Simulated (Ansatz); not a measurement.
The start is a randomly generated symmetric cell of Al2Cu (space group No. 46). Cell shape, volume and atoms are optimised at zero target pressure with PBEsol (plane waves to 420 eV, PAW, scalar-relativistic; Ansatz, an electronic-structure program). The first steps use a coarse 8×8×8 k-mesh.

Starting cell:
```
Al2Cu
1.0
   -3.09708     2.91204     3.13904
    3.09708    -2.91204     3.13904
    3.09708     2.91204    -3.13904
Al Cu
4 2
Cartesian
  0.00000   0.00000   1.35757
  3.09708   0.00000   1.35757
  1.54854   1.00174   0.42312
  1.54854   1.91031   3.56217
  0.00000   0.00000   3.89224
  0.00000   2.91204   0.75320
```

```yaml
initial_pressure: "+15.5 GPa (positive: the cell is compressed)"
largest_initial_force: 8.97 eV/Å, on Al3, Al4 (atoms numbered as listed)
energy_released: 1.30 eV/atom
Shortest distances (start → end): "The closest pairs of elements (up to four, under 3.6 Å), start → end: Al–Al 2.07 → 2.80 Å; Al–Cu 2.48 → 2.49 Å; Cu–Cu 3.10 → 2.80 Å"
band_gap_at_the_end: no gap (metallic)
optimiser_moves: 39
```

The end point of the relaxation:

```cif
data_Al4Cu2
_chemical_formula_sum 'Al4 Cu2'
_space_group_name_H-M_alt 'Amm2'
_space_group_IT_number 38
_space_group_name_Hall 'A 2 -2'
_cell_length_a 2.79845
_cell_length_b 3.96913
_cell_length_c 7.99310
_cell_angle_alpha 90.000
_cell_angle_beta 90.000
_cell_angle_gamma 90.000
loop_
_atom_site_label
_atom_site_type_symbol
_atom_site_symmetry_multiplicity
_atom_site_Wyckoff_symbol
_atom_site_fract_x
_atom_site_fract_y
_atom_site_fract_z
_atom_site_occupancy
Al1 Al 2 a 0.00000 0.00000 0.30178 1
Al2 Al 2 b 0.50000 0.50000 0.48911 1
Cu1 Cu 2 a 0.00000 0.00000 0.61272 1
```
(The calculation used a cell of 3 atoms; values per cell refer to that cell.)

Final values are on a 17×13×13 k-mesh of the relaxed cell. No spin polarisation in the result.

The run could not lower the symmetry of its start; a shaken copy of this end point relaxes with PBEsol to C2/m (No. 12) at a tolerance of 0.01 Å, Immm (No. 71) at 0.1 Å, 0.10 eV/atom lower.

The relaxed structure here is a generated cell of Al2Cu: the first start was made by a random draw of sites in a space group, and the end was not matched to a known phase here, so it may be hypothetical. Known forms of Al2Cu include space group No. 140.
